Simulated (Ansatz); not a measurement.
The end of the path is a generated cell of AlPd: the first start was made by placing the elements on the sites of a structure type, and the end was not matched to a known phase here, so it may be hypothetical.

A geometry of AlPd away from equilibrium: the start of the relaxation of a generated cell, AlPd placed in the AFLOW prototype AB_oP2_25_b_a (as in CdTe). Method: PBE (plane waves to 420 eV, PAW, scalar-relativistic; Ansatz, an electronic-structure program). Γ-centred k-mesh 13×7×12 on the run's cell (coarser than for final values), Fermi–Dirac smearing 0.05 eV.

```xyz
2
Lattice="2.4210 0.0000 0.0000 0.0000 4.5298 0.0000 0.0000 0.0000 2.6073" Properties=species:S:1:pos:R:3 pbc="T T T"
Al     0.0000     2.2649     0.6518
Pd     0.0000     0.0000     0.0000
```

Task: What forces act on the atoms (eV/Å)?

Result: 
```tsv
atom	Fx	Fy	Fz
Al1	0.00	0.00	0.97
Pd2	0.00	0.00	-0.97
```

Task: What is the pressure?

Result: +33.3 GPa, compression positive.

Task: How much energy per atom can still be gained by relaxing?

Result: 0.61 eV/atom; the path ends in Pmmm (No. 47).

No spin polarisation in the result.

The run could not lose the symmetry of its start: the end is stationary, and may be a saddle point rather than a minimum.
